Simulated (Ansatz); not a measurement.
## Zone-centre modes in Ti

All numbers below come from DFT r2SCAN, scalar-relativistic, plane waves, PAW (Ansatz 0.2.0). Settings: plane waves to 500 eV, k-mesh 18×18×20 (Γ-centred), Gaussian smearing 0.15 eV. No spin polarisation.

Zero of the scan (as given, not relaxed at this level; this fcc form isn't the usual structure):

```
Ti
1.0
     0.00000   -2.03000   -2.03000
    -2.03000    0.00000   -2.03000
     2.03000    2.03000   -4.06000
Ti
2
Direct
  0.50000 0.50000 0.50000
  0.00000 0.00000 0.00000
```

Harmonic modes by finite displacements of 0.02 Å, without the LO–TO term. The cell doubles the primitive one, so its zone centre also holds the primitive cell's point q = (0, 0, 1/2).

At this geometry, is the structure stable against these modes?

Yes: no mode is imaginary beyond 10 cm⁻¹, and only the three translations lie near zero.

List the wavenumbers in cm⁻¹.

0, 0, 0, 100, 100, 176.

Cost: 1 run of about 5 core-minutes, on Intel Xeon 6975P-C (Granite Rapids) (shared hosts).